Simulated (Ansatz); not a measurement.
Rb₂NaInCl₆:
```xyz
10
Lattice="0.0000 5.2203 5.2203 5.2203 0.0000 5.2203 5.2203 5.2203 0.0000" Properties=species:S:1:pos:R:3 pbc="T T T"
Rb     2.6101     2.6101     2.6101
Rb     7.8304     7.8304     7.8304
Na     5.2203     5.2203     5.2203
In     0.0000     0.0000     0.0000
Cl     7.9251     5.2203     5.2203
Cl     2.5154     5.2203     5.2203
Cl     5.2203     7.9251     5.2203
Cl     5.2203     2.5154     5.2203
Cl     5.2203     5.2203     7.9251
Cl     5.2203     5.2203     2.5154
```

Relaxed with r²SCAN. Special points in fractions of this cell's reciprocal vectors: Γ (0.000, 0.000, 0.000); X (0.500, 0.000, 0.500); U (0.625, 0.250, 0.625); K (0.375, 0.375, 0.750); L (0.500, 0.500, 0.500); W (0.500, 0.250, 0.750).

Problem. List the band energies nearest the valence-band maximum at these points for plane-wave PAW r²SCAN (Ansatz code).

Solution. In eV from the valence-band maximum; about four levels below and three above (degenerate sets whole), none deeper than 8.9 eV; points with the same levels are listed once.

| k | below | above |
|---|---|---|
| Γ | -0.42 -0.42 -0.42 0.00 0.00 0.00 | 3.80 6.22 7.41 7.41 7.41 |
| X | -0.57 -0.55 -0.55 -0.01 | 4.94 7.92 8.40 |
| U | -0.57 -0.48 -0.46 -0.12 | 4.95 8.04 8.12 |
| L | -0.42 -0.42 -0.24 -0.21 -0.21 | 4.74 7.18 7.62 |
| W | -0.62 -0.50 -0.26 -0.26 | 4.98 8.21 8.38 8.38 |

Space group Fm-3m. The workflow started from a Materials Project entry (that database holds measured and hypothetical structures alike); the Crystallography Open Database copy checked does not list it. Whether it is the stable phase at ambient conditions was not checked. Symmetry was held in the r²SCAN relaxation; whether a distortion lowers the energy is not shown. Scalar-relativistic: spin–orbit coupling is off unless named, which matters more the heavier the elements.

Potentials: the later of the program's two PAW sets.
